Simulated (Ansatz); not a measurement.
The slice is one period of a {100} plane through atoms; its size isn't given.

All values below come from r2SCAN (plane waves to 500 eV, PAW, scalar-relativistic; Ansatz, a program for electronic structure). These are valence fields of a PAW run, semicore shells included where kept as valence: close to a nucleus they are smooth pseudo fields.

```
|9999998866332211000000000011223366889999|
|9999887755332211000000000011223355778899|
|8877775544222211111111111111222244557777|
|6666554433222222222222222222222233445566|
|4444333322222222333344333322222222333344|
|2222222222223344556666665544332222222222|
|1111111122334455778888887755443322111111|
|0000111122335577889999998877553322111100|
|0000001122446677999999999977664422110000|
|0000001122446688999999999988664422110000|
|0000001122446677999999999977664422110000|
|0000111122335577889999998877553322111100|
|1111111122334455778888887755443322111111|
|2222222222223344556666665544332222222222|
|4444333322222222333344333322222222333344|
|6666554433222222222222222222222233445566|
|8877775544222211111111111111222244557777|
|9999887755332211000000000011223355778899|
|9999998866332211000000000011223366889999|
|9999998866442211000000000011224466889999|
```
Scale: ten equal steps from -0.91 (start of '0') to 1.08 (end of '9'), in the order '0123456789'. Values: log₁₀ of the valence density in e/Å³. The map has 20 points along u (two characters each, u = 0 at the left) and 20 along v (v = 0 in the bottom row). The scale is logarithmic, as a density can span decades between atoms and voids.

```
|xxxxxx@@##==::..          ..::==##@@xxxx|
|xxxx@@##++--::....      ....::--++##@@xx|
|@@%%##++--::::::..........::::::--++##%%|
|##**++--::----::::::::::::::----::--++**|
|====----------::--======--::----------==|
|------------::--++######++--::----------|
|--------------++##@@@@@@##++------------|
|::::::------++##@@xxxxxx@@##++------::::|
|..::::----==**%%xxxxxxxxxx%%**==----::::|
|....::----==##@@xxxxxxxxxx@@##==----::..|
|..::::----==**%%xxxxxxxxxx%%**==----::::|
|::::::------++##@@xxxxxx@@##++------::::|
|--------------++##@@@@@@##++------------|
|------------::--++######++--::----------|
|====----------::--======--::----------==|
|##**++--::----::::::::::::::----::--++**|
|@@%%##++--::::::..........::::::--++##%%|
|xxxx@@##++--::....      ....::--++##@@xx|
|xxxxxx@@##==::..          ..::==##@@xxxx|
|xxxxxx@@##==::..          ..::==##@@xxxx|
```
Scale: ten equal steps from 0.10 (start of ' ') to 0.67 (end of '@'), in the order ' .:-=+*#%@'. Values: electron localisation function (ELF). The map has 20 points along u (two characters each, u = 0 at the left) and 20 along v (v = 0 in the bottom row). Points within 0.5 Å of a nucleus are blanked (x), as the pseudised field means little there.

Q: Which relaxed crystal do these maps come from?
(A) YPb₃ (Cu3Au type)
(B) ScPt₃ (Cu3Au type)
(C) ScAl₃ (Cu3Au type)
(D) La₃Tl (Cu3Au type)

A: B, ScPt₃ (Cu3Au type). Atoms on the slice: Pt at (0.00, 0.00); Pt at (0.50, 0.50)

All were relaxed with their symmetry unable to fall. La3Tl is run without spin polarisation. ScAl3 is run without spin polarisation. ScPt3 is run without spin polarisation. Spin-orbit coupling is left out. YPb3 is run without spin polarisation.
